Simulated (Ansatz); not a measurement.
An Ansatz (a quantum-chemistry and plane-wave program) run. Input:

Ansatz 0.2 input:
```yaml
crystal:
  lattice:
    - [4.2266384923, 0.0, 0.0]
    - [0.0, 4.2266384923, 0.0]
    - [0.0, 0.0, 4.2266384923]
  atoms:
    - { symbol: Sc, position: [0.0, 0.0, 0.0] }
    - { symbol: Mo, position: [0.0, 0.5, 0.5] }
    - { symbol: Mo, position: [0.5, 0.0, 0.5] }
    - { symbol: Mo, position: [0.5, 0.5, 0.0] }
    - { symbol: C, position: [0.5, 0.5, 0.5] }
kpoints:
  mp_grid: { grid: [7, 7, 7] }
  band_path:
    path:
      - [[0.0, 0.0, 0.0], [0.0, 0.5, 0.0], [0.5, 0.5, 0.0], [0.0, 0.0, 0.0], [0.5, 0.5, 0.5], [0.0, 0.5, 0.0]]  # Γ-X-M-Γ-R-X
      - [[0.5, 0.5, 0.5], [0.5, 0.5, 0.0]]  # R-M
    npoints: 12
basis: { xc_grid: 2 }
hamiltonian:
  xc: pbe
  pseudopotentials: { kind: paw }
magnetization: { noncollinear: true, spin_orbit: true }
scf:
  n_extra_bands: 13
  convergence: { dr2_threshold: 0.0000000001 }
  occupations: { method: gaussian, width: 0.05 }
output: { eigenvalues: true }
```

Output (shortened):

```
Pseudopotential: Sc, paw_fr, valence charge 11
Pseudopotential: Mo, paw_fr, valence charge 14
Pseudopotential: C, paw_fr, valence charge 4
Functional definition: PBE
non-collinear run that drives no moment, with spin-orbit …
Crystal: 5 atoms, lattice volume = 75.507 Å³
Basis set: ecut = 420 eV, 1419 PW (Γ), exchange–correlation on 60×60×60 points (8 copies of the dense FFT grid, shifted against one another)
Bands: 70, of which v1, the nominal top of the filled ones, is band 57 counted from 1 (56 counted from 0)
Symmetry: 48 space group operations + 48 with time reversal
k-points: 20 of 343
Projection manifold: j_resolved (fully-relativistic pseudo-atomic orbitals)
SCF iter   1: F=—  HF=-17268.157711 eV  |F-HF|=—  |Δ(HF+E_count)|=         —  Δρ=2.35e-1  dr2=8.43e1  dr2_m=0.00e0 (ungated)  ethr=3.10e-3  |M|=0.00e0 ∫|m|=0.00e0 μB  |m|>n=0.0e0 m-floor=0.0e0 τ_xc=0.0e0  β_m=0.30  ⟨swp⟩=5.5  Hψ=3079  notcnv=0
preconditioner: auto → Kerker (q_TF=auto, 2.603 Å⁻¹)
spin=Noncollinear: Kerker preconditioning applied to the charge; magnetization (m_x, m_y, m_z) channels mix plain (no charge-response kernel on spin).
SCF iter   2: F=—  HF=-17259.432925 eV  |F-HF|=—  |Δ(HF+E_count)|=    8.72e0  Δρ=7.20e-2  dr2=5.00e0  dr2_m=0.00e0 (ungated)  ethr=3.10e-3  |M|=0.00e0 ∫|m|=0.00e0 μB  |m|>n=0.0e0 m-floor=0.0e0 τ_xc=0.0e0  β_m=0.32  ⟨swp⟩=3.0  Hψ=1507  notcnv=0  defer=118
preconditioner: auto → Resta (q_TF=auto, 2.603 Å⁻¹)
spin=Noncollinear: Resta preconditioning applied to the charge; magnetization (m_x, m_y, m_z) channels mix plain (no charge-response kernel on spin).
SCF iter   3: F=—  HF=-17258.464447 eV  |F-HF|=—  |Δ(HF+E_count)|=   9.68e-1  Δρ=3.87e-2  dr2=1.21e0  dr2_m=0.00e0 (ungated)  ethr=3.10e-3  |M|=0.00e0 ∫|m|=0.00e0 μB  |m|>n=0.0e0 m-floor=0.0e0 τ_xc=0.0e0  β_m=0.48  ⟨swp⟩=2.1  Hψ=1014  notcnv=0  defer=122
SCF iter   4: F=—  HF=-17258.194483 eV  |F-HF|=—  |Δ(HF+E_count)|=   2.70e-1  Δρ=1.25e-2  dr2=8.95e-2  dr2_m=0.00e0 (ungated)  ethr=2.12e-3  |M|=0.00e0 ∫|m|=0.00e0 μB  |m|>n=0.0e0 m-floor=0.0e0 τ_xc=0.0e0  β_m=0.68  ⟨swp⟩=2.0  Hψ=1137  notcnv=0  defer=132
SCF iter   5: F=—  HF=-17258.184710 eV  |F-HF|=—  |Δ(HF+E_count)|=   9.77e-3  Δρ=2.31e-3  dr2=4.06e-3  dr2_m=0.00e0 (ungated)  ethr=1.57e-4  |M|=0.00e0 ∫|m|=0.00e0 μB  |m|>n=0.0e0 m-floor=0.0e0 τ_xc=0.0e0  β_m=0.78  ⟨swp⟩=2.0  Hψ=1071  notcnv=0  defer=132
SCF iter   6: F=—  HF=-17258.184208 eV  |F-HF|=—  |Δ(HF+E_count)|=   5.03e-4  Δρ=4.94e-4  dr2=1.10e-4  dr2_m=0.00e0 (ungated)  ethr=7.13e-6  |M|=0.00e0 ∫|m|=0.00e0 μB  |m|>n=0.0e0 m-floor=0.0e0 τ_xc=0.0e0  β_m=0.89  ⟨swp⟩=2.3  Hψ=957  notcnv=0  defer=132
SCF iter   7: F=—  HF=-17258.184252 eV  |F-HF|=—  |Δ(HF+E_count)|=   4.39e-5  Δρ=1.86e-4  dr2=4.30e-5  dr2_m=0.00e0 (ungated)  ethr=1.93e-7  |M|=0.00e0 ∫|m|=0.00e0 μB  |m|>n=0.0e0 m-floor=0.0e0 τ_xc=0.0e0  β_m=0.95  ⟨swp⟩=2.2  Hψ=926  notcnv=0  defer=132
SCF iter   8: F=—  HF=-17258.184246 eV  |F-HF|=—  |Δ(HF+E_count)|=   5.44e-6  Δρ=5.59e-5  dr2=4.99e-6  dr2_m=0.00e0 (ungated)  ethr=7.54e-8  |M|=0.00e0 ∫|m|=0.00e0 μB  |m|>n=0.0e0 m-floor=0.0e0 τ_xc=0.0e0  β_m=0.97  ⟨swp⟩=2.0  Hψ=769  notcnv=0  defer=132
SCF iter  11: F=-17258.184245 eV  HF=-17258.184245 eV  |F-HF|=5.09e-11  |Δ(HF+E_count)|=  1.31e-10  Δρ=2.12e-7  dr2=6.40e-11  dr2_m=0.00e0 (ungated)  ethr=1.00e-12  |M|=0.00e0 ∫|m|=0.00e0 μB  |m|>n=0.0e0 m-floor=0.0e0 τ_xc=0.0e0  ⟨swp⟩=10.1  Hψ=2521  notcnv=0
SCF 1 converged in 11 iterations: F = -17258.184245 eV  dr2 = 6.40e-11
NSCF: frozen V_eff on 74 k-points
SCF converged after 11 iterations
Magnetization: |M| = 0.0000 μB,  M = (+0.0000, +0.0000, +0.0000) μB
Absolute magnetization: 0.0000 μB (∫|m|)
  site 0: m = (+0.0000, +0.0000, +0.0000) μB, |m| = 0.0000 μB  (R = 1.23 Å)
  site 1: m = (+0.0000, +0.0000, +0.0000) μB, |m| = 0.0000 μB  (R = 0.87 Å)
  site 2: m = (+0.0000, +0.0000, +0.0000) μB, |m| = 0.0000 μB  (R = 0.87 Å)
  site 3: m = (+0.0000, +0.0000, +0.0000) μB, |m| = 0.0000 μB  (R = 0.87 Å)
  site 4: m = (+0.0000, +0.0000, +0.0000) μB, |m| = 0.0000 μB  (R = 0.87 Å)
Free energy (F): -17258.184245 eV
Harris-Foulkes:  -17258.184245 eV  (|F-HF|=5.09e-11)
Internal energy: -17258.177510 eV  (E = F + TS)
E sigma→0 (E₀):  -17258.180877 eV
Entropy (-TS):   -0.006735 eV (-1.347 meV/atom)
Fermi energy:    16.816713 eV
--- Per-component energies (eV) ---
  E_band       = -379.231347
  E_kinetic    = 1672.485760
  E_local      = -3521.449432  (includes V_loc(G=0)·N_el)
  E_nonlocal   = 535.880831
  E_hartree    = 1181.294537
  E_xc         = -702.963988
  E_vxc        = -875.945560  (∫ρ·V_xc dr)
  E_paw        = -10660.452047  (= ΣΔE_a)
  E_vpaw       = -552.791937  (= ΣTr[D̂ρ^β])
  E_aug_tail   = 0.000125  (compensation charges beyond the density's cutoff)
  E_ewald      = -5762.973296
  E_smearing   = -0.006735  (= −TS)
  E_closure    =  0.000000  (closes the sum)
  Σ components = -17258.184245   (vs F -17258.184245, Δ=0.00e0)
  [band-id]    e_kinetic+e_local+e_nonlocal+2·e_hartree+e_vxc+e_vpaw+e_augmentation_tail = -379.231139   (vs E_band -379.231347, Δ=2.09e-4)
--- Band table (eV; the first three rows and the last of 20) ---
  k-point 0: bands = ["-44.0373", "-44.0373", "-43.9144", "-43.9144", "-43.9144", "-43.9144", "-31.9442", "-31.9442", "-19.8996", "-19.8996", "-19.8996", "-19.8996", "-19.5837", "-19.5837", "-17.6484", "-17.6484", "-17.4058", "-17.4058", "-17.4058", …
  k-point 1: bands = ["-44.0320", "-44.0320", "-43.9198", "-43.9198", "-43.9144", "-43.9144", "-31.9443", "-31.9443", "-19.8986", "-19.8986", "-19.8853", "-19.8853", "-19.5970", "-19.5970", "-17.6307", "-17.6307", "-17.4042", "-17.4042", "-17.3944", …
  k-point 2: bands = ["-44.0174", "-44.0174", "-43.9344", "-43.9344", "-43.9142", "-43.9142", "-31.9445", "-31.9445", "-19.8964", "-19.8964", "-19.8466", "-19.8466", "-19.6335", "-19.6335", "-17.5866", "-17.5866", "-17.3951", "-17.3951", "-17.3628", …
  k-point 19: bands = ["-43.9590", "-43.9590", "-43.9529", "-43.9529", "-43.9529", "-43.9529", "-31.9434", "-31.9434", "-19.8897", "-19.8897", "-19.7923", "-19.7923", "-19.7824", "-19.7824", "-17.5923", "-17.5923", "-17.4894", "-17.4894", "-17.2819", …
```

Cost: around 50 core-seconds (rough) on shared cores.

Space group Pm-3m (anti-perovskite). The start of the workflow was typed in or built on a structure type; neither database checked (COD, Materials Project) lists it. Its standing as an ambient phase is unchecked. Symmetry was held in the PBE relaxation; whether a distortion lowers the energy is not shown. No spin polarisation was allowed.

Potentials: the later of the program's two PAW sets.

Ansatz is a plane-wave DFT program.
